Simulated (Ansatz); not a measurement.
**What settings do to one calculation: N started on an O site next to an O vacancy in cubic perovskite LaGaO3, 9 atoms, charge −1**

Ansatz (PAW, plane waves), atoms fixed. The base input:

```yaml
crystal:
  lattice:
    - [7.729308, 0.000000, 0.000000]
    - [0.000000, 3.864654, 0.000000]
    - [0.000000, 0.000000, 3.864654]
  atoms:
    - { symbol: La, position: [0.004885, 0.997838, 0.005266] }
    - { symbol: La, position: [0.498054, 0.997655, 0.004947] }
    - { symbol: Ga, position: [0.249961, 0.500589, 0.509045] }
    - { symbol: Ga, position: [0.749472, 0.499373, 0.494111] }
    - { symbol: O, position: [0.747832, 0.492383, 0.992644] }
    - { symbol: O, position: [0.001229, 0.510272, 0.493327] }
    - { symbol: O, position: [0.246042, 0.987001, 0.498283] }
    - { symbol: O, position: [0.748434, 0.003672, 0.504642] }
    - { symbol: N, position: [0.499710, 0.500614, 0.492268] }
kpoints:
  mp_grid: { grid: [2, 2, 2], shift: [0.5, 0.5, 0.5] }
hamiltonian:
  xc: pbesol
total_charge: -1
scf:
  occupations: { method: fermi_dirac, width: 0.01 }
output:
  forces: true
  eigenvalues: true
  populations: true
  charged_corrections: { epsilon: 27 }
```

Command:

```sh
ansatz run in.yaml --threads 8 --pin off --max-ram 13300MiB --runs-dir r --events-out ev --progress --plain
```

It converged in 10 iterations and 1.6 s of wall time on 8 threads of a Platinum 8259CL processor, on a host shared with other runs; peak host memory 0.53 GiB; largest force component 1.42 eV/Å. The cutoff was the default, 420 eV. The base isn't a converged reference: it has few k points, and its atoms are unrelaxed. Each run below changes the keys shown and caps the iterations.

```csv
run,changed,ending,iterations,free energy less the base (meV per atom),rms change of forces (eV/Å),change of pressure (GPa),"wall time (s, shared host)"
1,"width 0.5 eV, xc_grid 1 (2 is the default), max_iter 90, total_charge 1",converged,10,other zero,1.358,–,1.4 CPU
2,"mixing algorithm broyden, max_iter 80",converged,10,0.0,0.000,–,1.8 CPU
3,"ecutwfc 300 eV, width 0.2 eV, max_iter 50",converged,10,251.6,0.058,–,1.2 CPU
4,"n_extra_bands 60, mixing algorithm linear, max_iter 90",refused,–,–,–,–,–
5,"dispersion rvv10, max_iter 100",refused,–,–,–,–,–
6,max_iter 9,not converged,–,–,–,–,–
7,"n_extra_bands 0, dispersion rvv10, max_iter 80",refused,–,–,–,–,–
8,"ecutwfc 120 eV, max_iter 90, k points a 2×2×2 mesh centred on Γ",converged,15,36729.6,1.037,–,1 CPU
```

«Other zero»: another functional, charge or dispersion term moves the zero of energy, so the difference says nothing of accuracy.

**Question.** Which changes leave the result alone, and which of the same physical model moves the forces most?

**Answer.** The forces move by under 0.002 eV/Å in run 2. Run 8 (ecutwfc 120 eV, max_iter 90, k points a 2×2×2 mesh centred on Γ) moves them most among the runs with the same functional, charge and dispersion term, by 1.037 eV/Å.

**Question.** Why did some runs give no result?

**Answer.** - run 4: YAML parse error: error: line 25 column 24: unknown variant `linear`, expected one of auto, anderson, broyden, msr1
- run 5: inconsistent input (hamiltonian.dispersion, hamiltonian.xc): `dispersion: rvv10` has no transferable b for PBE exchange — Sabatini et al. (2013) fitted b=6.3 to rPW86, and the PBE refits of Peng & Perdew (2017) are task-dependent (b=6.6 S22 / b=10.0 layered). …
- run 6: did not converge after 9 iterations: dr2 = 2.48e-7 (threshold 1.00e-7), under the density mixer `msr1`, which `scf.mixing.algorithm: auto` chose by the deck's other keys (type `scf.mixing.algorithm: msr1` to keep it);
- run 7: inconsistent input (hamiltonian.dispersion, hamiltonian.xc): `dispersion: rvv10` has no transferable b for PBE exchange — Sabatini et al. (2013) fitted b=6.3 to rPW86, and the PBE refits of Peng & Perdew (2017) are task-dependent (b=6.6 S22 / b=10.0 layered). …
